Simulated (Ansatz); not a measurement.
# Ba2SnSe4: field gradients at two levels of theory

Cell: a Materials Project structure (computed, not necessarily an observed phase), atoms as given.

```cif
data_Ba2SnSe4
_symmetry_space_group_name_H-M 'P2_1/c'
_symmetry_Int_Tables_number 14
_cell_length_a 8.6473
_cell_length_b 9.4076
_cell_length_c 12.5785
_cell_angle_alpha 90.000
_cell_angle_beta 114.132
_cell_angle_gamma 90.000
loop_
_atom_site_label
_atom_site_type_symbol
_atom_site_symmetry_multiplicity
_atom_site_Wyckoff_symbol
_atom_site_fract_x
_atom_site_fract_y
_atom_site_fract_z
Ba1 Ba 4 e 0.9059 0.8847 0.1565
Ba5 Ba 4 e 0.5344 0.8481 0.3404
Sn Sn 4 e 0.1952 0.8135 0.5065
Se13 Se 4 e 0.2394 0.8819 0.7118
Se17 Se 4 e 0.2370 0.0201 0.3906
Se21 Se 4 e 0.9110 0.6911 0.3940
Se25 Se 4 e 0.4225 0.6302 0.5416
```

One atom of each set is listed.

First run. Method: Kohn–Sham DFT in Ansatz, PBE, plane waves and PAW, scalar-relativistic, 420 eV cutoff, Γ-centred 4×3×3 k-points, Fermi–Dirac smearing 0.02 eV.

```
site  V_zz (10²¹ V/m²)     η
 Ba1              5.56  0.67
 Ba5              7.84  0.69
  Sn             -3.35  0.41
Se13              28.8  0.34
Se17              31.4  0.20
Se21              29.7  0.11
Se25              30.7  0.07
```

Second run. The same atoms and settings, except that the functional is r2SCAN and the cutoff is 500 eV.

Q: Given the first result, estimate the second.

A: 

```
site   V_zz     η  change of V_zz
 Ba1   5.81  0.69           +0.25
 Ba5   8.04  0.69           +0.20
  Sn  -3.50  0.41           -0.15
Se13   29.3  0.34           +0.57
Se17   32.3  0.20           +0.89
Se21   30.6  0.10           +0.88
Se25   31.2  0.10           +0.55
```

The largest change of V_zz is on Se17, from 31.4 to 32.3. In per cent, |V_zz| changes by +3 to +4 on Ba, +4 on Sn, +2 to +3 on Se (all sites that start above 0.5). Isomer shifts (Sn against SnO₂, from the density at the nucleus and a line fitted to measured compounds for each functional; the lines scatter by about 0.1 mm/s, so smaller changes between functionals mean little): Sn 1.52 → 1.52 mm/s.

Without spin–orbit coupling (the program notes it for Ba and Sn) the gradients are little affected as a rule: paired runs on crystals with a gap mostly move them by under 2 % at such atoms.
For the first run: The largest force is 0.3 eV/Å, so the atoms aren't at the calculated equilibrium and relaxing them would move these values.
For the second run: With these PAW files V_zz is typically within 2 to 3 % of all-electron values, but misses above 10 % occur on Sn.
